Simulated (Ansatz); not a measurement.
Bi2Se3:
```
CELL_PARAMETERS angstrom
      2.07210     1.19633     9.47755
     -2.07210     1.19633     9.47755
      0.00000    -2.39266     9.47755
ATOMIC_POSITIONS crystal
  Bi 0.40091 0.40091 0.40091
  Bi 0.59909 0.59909 0.59909
  Se 0.00000 0.00000 0.00000
  Se 0.21044 0.21044 0.21044
  Se 0.78956 0.78956 0.78956
```

PBE+D3(BJ) in the plane-wave PAW code Ansatz gives a gap of 0.16 eV without spin–orbit coupling, maximum at Γ, minimum at Γ.

### Question
What happens when spin–orbit coupling is switched on?

### Answer
The gap goes up by 0.12 eV, to 0.28 eV; maximum off the standard path, at k = (0.286, 0.380, 0.380), minimum at Γ. The small gap may have closed and reopened with inverted band order, as semilocal functionals often give for heavy narrow-gap crystals.

Space group R-3m. The cell was relaxed with PBE+D3(BJ) under the symmetry of its start; of distortions, only those at the zone centre were tested.

Potentials: the later of the program's two PAW sets.
